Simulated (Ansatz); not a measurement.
Consider the following.

MgH2:
```cif
data_H4Mg2
_chemical_formula_sum 'Mg2 H4'
_space_group_name_H-M_alt 'P42/mnm'
_space_group_IT_number 136
_space_group_name_Hall '-P 4n 2n'
_cell_length_a 4.51743
_cell_length_b 4.51743
_cell_length_c 3.01264
_cell_angle_alpha 90.000
_cell_angle_beta 90.000
_cell_angle_gamma 90.000
loop_
_atom_site_label
_atom_site_type_symbol
_atom_site_symmetry_multiplicity
_atom_site_Wyckoff_symbol
_atom_site_fract_x
_atom_site_fract_y
_atom_site_fract_z
_atom_site_occupancy
Mg1 Mg 2 a 0.00000 0.00000 0.00000 1
H1 H 4 f 0.30442 0.30442 0.00000 1
```

This is the PBE-relaxed structure.

Problem. All from the program Ansatz at the PBE level (PAW), unless another level is named. Predict the Poisson's ratio.

Solution. 0.22.

Problem. Predict the highest zone-centre frequency (without LO–TO term).

Solution. 1463 cm^-1.

Space group P4_2/mnm (rutile). The PBE relaxation kept the symmetry of its start; phonons on a q-mesh show no instability.

Potentials: the later of the program's two PAW sets.
